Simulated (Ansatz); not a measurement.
An elastic tensor (GPa, Voigt order, standard axes) from PBEsol (plane waves, PAW; program Ansatz):

```
 30.1   50.1   50.1    0.0    0.0    0.0
 50.1   30.1   50.1    0.0    0.0    0.0
 50.1   50.1   30.1    0.0    0.0    0.0
  0.0    0.0    0.0  -24.2    0.0    0.0
  0.0    0.0    0.0    0.0  -24.2    0.0
  0.0    0.0    0.0    0.0    0.0  -24.2
```

Which compound is it?
(A) CaB6, Pm-3m (Ca on 1a, B on 6f)
(B) Ga, diamond
(C) ScC, rock salt
(D) GaIr, CsCl type

B, Ga, diamond

Space group Fd-3m (diamond). The start of the workflow was typed in or built on a structure type; neither database checked (COD, Materials Project) lists it. It is not the phase usual at ambient conditions (space group No. 64). The PBEsol relaxation kept the symmetry of its start. At this level the phase is mechanically unstable. The volume moved by -22 % from the start of the relaxation. As this level gives no gap, shear constants depend on the k-mesh and smearing (Fermi–Dirac, 0.1 eV here).

Potentials: the later of the program's two PAW sets.
